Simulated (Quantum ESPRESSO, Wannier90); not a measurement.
**Tight-binding from DFT: AlAs (zinc blende)**

```xyz
2
Lattice="0.0000 2.8379 2.8379 2.8379 0.0000 2.8379 2.8379 2.8379 0.0000" Properties=species:S:1:pos:R:3 pbc="T T T"
Al     0.0000     0.0000     0.0000
As     1.4189     1.4189     1.4189
```

Cell from Materials Project (mp-2172), symmetrised, no further relaxation. COD (Crystallography Open Database) has an entry of this formula and space group (matched by these alone). Level: PBEsol, spinors with spin-orbit coupling; pw.x of Quantum ESPRESSO at 68 Ry with PseudoDojo potentials, 8×8×8 k-points, Wannier90. Density: 10×10×10 mesh, cold smearing 0.01 Ry.

A tight-binding model is made by disentanglement and projection with no localisation steps (num_iter = 0), so the 16 orbitals stay atom-like: hydrogen-like Al: s;p; As: s;p, axes along x, y, z; frozen window up to 6.24 eV relative to the valence-band maximum. It follows pw.x to 12 meV rms for states up to 2.2 eV relative to the valence-band maximum. Matrix elements depend on this choice of orbitals and windows.

Q: What are the on-site energies relative to the valence-band maximum, and how fast do the hoppings decay?

A: 
```tsv
atom	orbitals	energy (eV)
Al1	s↑ s↓	-0.77
Al1	pz↑ pz↓ px↑ px↓ py↑ py↓	3.02
As2	s↑ s↓	-7.93
As2	pz↑ pz↓ px↑ px↓ py↑ py↓	0.42
```

```json
[
 {"distance of the centres (Å)": "2–3", "largest modulus (eV)": "1.5"},
 {"distance of the centres (Å)": "4–5", "largest modulus (eV)": "0.45"},
 {"distance of the centres (Å)": "5–6", "largest modulus (eV)": "0.098"},
 {"distance of the centres (Å)": "6–7", "largest modulus (eV)": "0.16"},
 {"distance of the centres (Å)": "7–8", "largest modulus (eV)": "0.029"},
 {"distance of the centres (Å)": "8–9", "largest modulus (eV)": "0.047"},
 {"distance of the centres (Å)": "9–10", "largest modulus (eV)": "0.038"},
 {"distance of the centres (Å)": "10–11", "largest modulus (eV)": "0.046"},
 {"distance of the centres (Å)": "11–12", "largest modulus (eV)": "0.018"},
 {"distance of the centres (Å)": "12–13", "largest modulus (eV)": "0.021"}
]
```
